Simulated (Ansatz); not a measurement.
TlCl:
```xyz
2
Lattice="3.9175 0.0000 0.0000 0.0000 3.9175 0.0000 0.0000 0.0000 3.9175" Properties=species:S:1:pos:R:3 pbc="T T T"
Tl     0.0000     0.0000     0.0000
Cl     1.9587     1.9587     1.9587
```

Relaxed with PBE+D3(BJ). Special points in fractions of this cell's reciprocal vectors: Γ (0.000, 0.000, 0.000); X (0.000, 0.500, 0.000); M (0.500, 0.500, 0.000); R (0.500, 0.500, 0.500).

Q: List the band energies nearest the valence-band maximum at these points for DFT-PBE+D3(BJ) with spin–orbit coupling in the program Ansatz with PAW potentials.

A: In eV from the valence-band maximum; about four levels below and three above (degenerate sets whole), none deeper than 8.9 eV; points with the same levels are listed once.

```tsv
k	below	above
Γ	-1.20 -1.20 -1.20 -1.20	6.05 6.05 7.96 7.96 7.96 7.96
X	-0.84 -0.84 0.00 0.00	2.05 2.05 5.90 5.90
M	-2.55 -2.55 -0.84 -0.84	4.16 4.16 5.16 5.16
R	-1.70 -1.70 -1.70 -1.70	1.84 1.84 3.11 3.11 3.11 3.11
```

Space group Pm-3m (CsCl type). The cell was relaxed with PBE+D3(BJ) under the symmetry of its start; phonons on a q-mesh show weakly imaginary modes.

Potentials: the later of the program's two PAW sets.
